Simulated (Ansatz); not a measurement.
Question: Each is relaxed and computed with r²SCAN (plane waves, PAW; program Ansatz). Which is the only metal?
(A) BP, Pm-3n (B on 6d, P on 6c)
(B) BAs, zinc blende
(C) AlCo3B, anti-perovskite
(D) B4C, Cm (Pearson symbol mS30)

Answer: C, AlCo3B, anti-perovskite. AlCo3B: metal; B4C: gap 3.22 eV (indirect); BAs: gap 1.37 eV (indirect); BP: gap 0.64 eV (indirect). Spin orders computed, not proven ground states: AlCo3B, anti-perovskite ferromagnetic. Typed or built starts, not in the databases checked: AlCo3B, anti-perovskite; BP, Pm-3n (B on 6d, P on 6c). Not the usual ambient phase: BP, Pm-3n (B on 6d, P on 6c). Standing as an ambient phase not checked: B4C, Cm (Pearson symbol mS30). All cells were relaxed under the symmetry of their starts (and spin orders); stability against distortions was not tested throughout. Spin–orbit coupling is left out wherever it is not named.

Potentials: the earlier of the program's two PAW sets.
